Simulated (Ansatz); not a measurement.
## Cost of a DFT run on SiO2

```yaml
crystal:
  lattice:
    - [4.1387347279, 0.0, 0.0]
    - [0.0, 4.1387347279, 0.0]
    - [0.0, 0.0, 2.6466169108]
  atoms:
    - { symbol: Si, position: [0.0, 0.0, 0.0] }
    - { symbol: Si, position: [0.5, 0.5, 0.5] }
    - { symbol: O, position: [0.3052551835, 0.3052551835, 0.0] }
    - { symbol: O, position: [0.1947448165, 0.8052551835, 0.5] }
    - { symbol: O, position: [0.6947448165, 0.6947448165, 0.0] }
    - { symbol: O, position: [0.8052551835, 0.1947448165, 0.5] }
kpoints:
  mp_grid: { grid: [7, 7, 11] }
scf:
  occupations: { method: fermi_dirac, width: 0.02 }
hamiltonian:
  xc: pbe
  pseudopotentials: { kind: paw }
output:
  forces: true
  stress: true
  populations: true
  efg: { quadrupole_moments_barn: { O: -0.02558 }, contact_densities: true }
relax:
  f_tol: 0.02
  max_steps: 60
```

```sh
ansatz run input.yaml --threads 1 --pin off --max-ram 3072MiB --backend cpu --events-out ev --progress --plain --runs-dir out
```

It runs on 1 thread of Intel Xeon 6975P-C (Granite Rapids) (x86_64; 16 cores open to the job, memory cap 3.0 GiB, no GPU), a shared host with a load of 0.4 a core.

**Question.** How much time and memory should be set aside?

**Answer.** About 5.4 s of wall time (5.2 s of CPU time) and 0.42 GiB. The run holds 32 valence electrons in 22 bands, about 889 plane waves a k-point and 60 irreducible k-points, and took 13 SCF iterations, over 3 ionic steps. Times on a shared host vary by tens of per cent.
